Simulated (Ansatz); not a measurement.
Relaxed-ion elastic tensor of HfRh₃ (Cu3Au type, Pm-3m) in GPa (Voigt order), PBEsol in the plane-wave PAW code Ansatz; density 13.69 g/cm³, 14.77 Å³ per atom.

```
     1    2    3    4    5    6
-  ---  ---  ---  ---  ---  ---
1  356  190  190  0.0  0.0  0.0
2  190  356  190  0.0  0.0  0.0
3  190  190  356  0.0  0.0  0.0
4  0.0  0.0  0.0  168  0.0  0.0
5  0.0  0.0  0.0  0.0  168  0.0
6  0.0  0.0  0.0  0.0  0.0  168
```

Is the crystal mechanically stable?

Yes: the smallest eigenvalue of C is 166 GPa.

Work out the Voigt, Reuss and Hill averages.

K_V = 245, K_R = 245, K_H = 245; G_V = 134, G_R = 119, G_H = 126 GPa.

Give Young's modulus, Poisson's ratio, Pugh's ratio and the universal anisotropy index.

E = 9KG/(3K + G) = 324 GPa; ν = 0.28; K/G = 1.94 (ductile by the Pugh limit of 1.75); A_U = 5G_V/G_R + K_V/K_R − 6 = 0.61.

Estimate the sound speeds and the Debye temperature.

v_l = √((K + 4G/3)/ρ) = 5500 m/s, v_t = √(G/ρ) = 3040 m/s, mean 3390 m/s; Θ = (h/k)(3n/4πV)^(1/3) v_m = 411 K.

Give the Zener ratio and Young's modulus along [100], [110] and [111].

A = 2C44/(C11 − C12) = 2.01; 1/E = S11 − 2(S11 − S12 − S44/2)Γ with Γ = 0, 1/4, 1/3 gives 224, 339, 409 GPa.

The first step of the workflow began from a Materials Project structure, measured or hypothetical; the Crystallography Open Database files this formula in space group No. 221, but the cells were not matched. Whether it is the stable phase at ambient conditions was not checked. Symmetry was held in the PBEsol relaxation; of distortions, only those at the zone centre were tested. No spin polarisation was allowed. As this level gives no gap, shear constants depend on the k-mesh and smearing (Fermi–Dirac, 0.1 eV here). Scalar-relativistic: spin–orbit coupling is off unless named, which matters more the heavier the elements.

Potentials: the later of the program's two PAW sets.
